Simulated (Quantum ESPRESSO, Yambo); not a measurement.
# Levels of theory for the gap of AgI

AgI (space group P4/nmm, No. 129): one geometry, one set of PBEsol (pw.x of Quantum ESPRESSO, ONCV potentials, with spin-orbit coupling) orbitals, self-energies from Yambo (2×2×2 Γ-centred k mesh, bands 17 to 292 and a 6 Ry block in the screening, 292 bands in G with the Bruneval-Gonze terminator, plasmon pole fitted at 27.2 eV).

Cell and atoms were relaxed with PBE+D3(BJ) from Materials Project entry mp-567809, within its symmetry.

| level | gap Γ → Γ (eV) | rough Yambo cost |
|---|---|---|
| PBEsol (Quantum ESPRESSO) | 0.83 | – |
| exchange only (Hartree-Fock self-energy on PBEsol orbitals) | 8.04 | about 1/10 (15 states) |
| static COHSEX@PBEsol | 1.95 | within a factor of two (2 states) |
| G0W0@PBEsol, plasmon pole | 1.68 | 1 (15 states) |

Bare exchange has no screening and gives the widest gap; static COHSEX screens it but leaves out the frequency dependence, which G0W0 restores.

Costs are rough ratios of core time on shared machines.

Nearest settings tried, and what they do to the gap: 196 bands in G: +7 meV; 196 bands in W, 196 bands in G: +46 meV; 5 Ry block (153 vectors against 221): -29 meV; 2×2×1 mesh: -244 meV. So the settings aren't converged at that level. The k mesh is coarse.

This is not the ordinary phase of the substance; no match was found in the copy of COD used, and its stability was not checked.
